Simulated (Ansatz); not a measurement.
## Computed energy over volume and axial ratio: ScAl3 (Cu3Au type)

ScAl3 (Cu3Au type)

```
ScAl3
1.0
    4.10550     0.00000     0.00000
    0.00000     4.10550     0.00000
    0.00000     0.00000     4.10550
Al Sc
3 1
Direct
  0.00000   0.50000   0.50000
  0.50000   0.50000   0.00000
  0.50000   0.00000   0.50000
  0.00000   0.00000   0.00000
```

Grid over V/V₀ and (c/a)/(c/a)₀, subscript 0 meaning the relaxed cell; the conventional c axis lies along z; no internal relaxation.

These are PBE (plane waves to 420 eV, PAW, scalar-relativistic; Ansatz, a program for electronic structure) values and carry that method's errors. k mesh 11×11×11 (Γ-centred), Fermi-Dirac smearing 0.05 eV. E stands for the smeared free energy. Stress and pressure are positive under compression. With partly filled bands, the response to shear is sensitive to the k mesh, so small differences along c/a are uncertain. ScAl3 is run without spin polarisation. ScAl3 was relaxed with its symmetry unable to fall. ΔE is measured from the relaxed starting cell.

ΔE (eV/atom), with V/V₀ across and (c/a)/(c/a)₀ down:

```tsv
(c/a)/(c/a)₀ \ V/V₀	0.920	0.960	1.000	1.040	1.080
0.880	0.116	0.086	0.074	0.077	0.092
0.940	0.056	0.028	0.019	0.025	0.043
1.000	0.035	0.008	0.000	0.007	0.026
1.060	0.055	0.027	0.018	0.024	0.042
1.120	0.110	0.079	0.066	0.068	0.083
```

σzz − σxx (GPa), with V/V₀ across and (c/a)/(c/a)₀ down:

```csv
(c/a)/(c/a)₀ \ V/V₀,0.920,0.960,1.000,1.040,1.080
0.880,17.1,15.6,14.1,12.8,11.5
0.940,10.0,9.1,8.3,7.6,6.9
1.000,0.0,0.0,0.0,0.0,0.0
1.060,-10.4,-9.4,-8.5,-7.6,-6.8
1.120,-19.7,-17.6,-15.6,-13.6,-11.9
```

Key numbers:

Lowest place on the grid: V/V₀ = 1.000, (c/a)/(c/a)₀ = 1.000 (0 meV/atom)
Highest place on the grid: V/V₀ = 0.920, (c/a)/(c/a)₀ = 0.880 (116 meV/atom)

The 25 points together took around 5 core-minutes (rough).

(A scan under strain: stresses follow from slopes of the energy per volume, elastic moduli from its curvatures.)
